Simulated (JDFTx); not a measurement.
System: Be(0001) (P6_3/mmc bulk; lattice of mp-87, not re-optimised at this level), 1x1 cell of 6 atoms in 6 planes, area 4.44 Å² a face, 9.1 Å between the outermost planes in a cell 24.9 Å high; k mesh 10×10×1, Fermi width 0.01 Ha, no spin polarisation.

All numbers are PBE, GBRV ultrasoft potentials, plane waves to 20/100 Ha results from a modified build of JDFTx, not measurements. Liquid: linear PCM (GLSSA13), water, 0.5 M KF. The neutral cell holds 24 valence electrons and has two faces of 4.442 Å² each. Last filling lines of the neutral and of a charged run (μ in hartree, zero in the bulk liquid):

```
FillingsUpdate:  mu: -0.183631288  nElectrons: 24.000000
FillingsUpdate:  mu: -0.157655000  nElectrons: 24.047199
```

Worked example: both potentials, by the convention U = −μ/e − 4.44 V vs SHE, the surface charge density and the mean capacitance.

U_pzc = 0.18363 × 27.2114 − 4.44 = 0.56 V; U = 0.15765 × 27.2114 − 4.44 = -0.15 V. The cell has 0.0472 excess electrons, a net charge of -0.0472 e, shared by two faces: σ = -0.0472 e / (2 × 4.442 Å²) = -0.00531 e/Å² = -8.5 μC/cm² (1 e/Å² = 1602.18 μC/cm²). C = σ/(U − U_pzc) = -8.5/-0.71 ≈ 12 μF/cm².
